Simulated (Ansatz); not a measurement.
Here is the system:

H:
```
CELL_PARAMETERS angstrom
      2.60804    -2.32686     0.00000
      2.60804     2.32686     0.00000
      0.00000     0.00000     4.52230
ATOMIC_POSITIONS crystal
  H  0.94256 0.05744 0.05973
  H  0.05744 0.94256 0.94027
  H  0.55744 0.44256 0.55973
  H  0.44256 0.55744 0.44027
```

This is the PBEsol-relaxed structure. Cartesian axes are those of the cell as given.

**Question.** All from PBEsol (plane waves, PAW; program Ansatz), unless another level is named. Predict the smallest direct gap on the standard path.

**Answer.** 9.60 eV.

**Question.** Predict the band gap.

**Answer.** 9.05 eV (indirect).

**Question.** What about the conduction-band minimum?

**Answer.** at R (k = 0.000, 0.500, 0.500) (2 equivalent valleys).

**Question.** Next, the valence-band maximum?

**Answer.** at Γ.

Space group Cmce. The first step of the workflow began from a Materials Project structure, measured or hypothetical; the Crystallography Open Database copy checked does not list it. It is not the usual solid phase (space group No. 194). Symmetry was held in the PBEsol relaxation; whether a distortion lowers the energy is not shown. The substance is a gas or liquid at ambient conditions. A crystal of weakly bound units computed without a dispersion correction: the cell and the soft elastic constants depend strongly on that.

Potentials: the earlier of the program's two PAW sets.
